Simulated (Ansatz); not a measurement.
**Al$_{2}$GaP$_{3}$ (P6/mmm)**

Level of theory: DFT PBE, scalar-relativistic, plane waves, PAW in Ansatz.

Settings: cutoff 420 eV, Γ-centred mesh 12×12×10 on the computed 6-atom cell, Gaussian smearing of 0.10 eV; no spin polarisation.

The structure is relaxed at this level of theory with its symmetry kept, and needn't be the ground state of this composition.

Space group P6/mmm (No. 191), hexagonal, a = 5.300 Å, c = 4.240 Å. Al is surrounded by 6 P at 2.61 Å, 3 Al at 3.06 Å and 3 Ga at 3.06 Å; around Ga lie 6 Al at 3.06 Å and 12 P at 3.39 Å; P is surrounded by 4 Al at 2.61 Å, 4 P at 2.65 Å and 4 Ga at 3.39 Å.

| Quantity | Value |
| --- | --- |
| Volume per atom | 17.20 Å³ |
| Formation energy from the elements' standard states (uncorrected) | +0.245 eV/atom |
| Kohn–Sham band gap | none (metal) |
| Density of states at the Fermi level | 3.3 states/eV per cell |
| Orbital (Löwdin) character within 0.5 eV of the Fermi level | P 3p 37 %, Ga 4p 18 %, Al 3p 15 %, Al 3s 13 %, P 3s 8 %, unprojected 6 % |
| Bader charge by site (e) | Al (2 in the cell) 1.47, Ga (1 in the cell) 0.18, P (3 in the cell) -1.04 |

Another cell of Al2GaP3 relaxed alike, in P4mm, lies 0.40 eV/atom lower, so this cell isn't the stable form at this level.

The cell was found from a structure generator's guess, not taken from experiment. Löwdin shares on free-atom orbitals overweight diffuse shells.
